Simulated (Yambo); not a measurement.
A BSE run in Yambo for Li₄WO₅ (space group I4, No. 79) (LDA bands; 6×6×6 mesh, 15 valence and 4 conduction bands, static screening with 60 bands and a 3 Ry block, scissor 2.25 eV, Tamm-Dancoff; field along x) gives:

| state | energy (eV) | states within 2 meV | relative strength | class |
|---|---|---|---|---|
| 1 | 4.10 | 2 | 0.03 | weak |
| 2 | 4.38 | 1 | < 0.01 | dark |
| 3 | 4.45 | 1 | < 0.01 | dark |
| 4 | 4.48 | 1 | < 0.01 | dark |
| 5 | 4.53 | 1 | < 0.01 | dark |

Axes are Cartesian, with cell vectors (Å) (-3.27, 3.27, 2.05), (3.27, -3.27, 2.05), (3.27, 3.27, -2.05).

What changes when the screening block is changed to 1 Ry?

The lowest state goes from 4.105 eV to 4.155 eV, and its distance below the direct gap from 1.387 eV to 1.337 eV. These are vertical excitations (zero momentum); the indirect quasiparticle gap, about 5.38 eV, is smaller than the direct one (5.54 eV on the GW mesh). The scissor comes from a G0W0 run whose convergence isn't established.

Spin-orbit coupling is not included.

Geometry of the Materials Project entry, not relaxed at this level; primitive cell a = b = c = 5.0593 Å, α = β = 99.48°, γ = 132.12°.

The structure is a Materials Project entry; no match was found in the copy of COD used, and its stability was not checked.
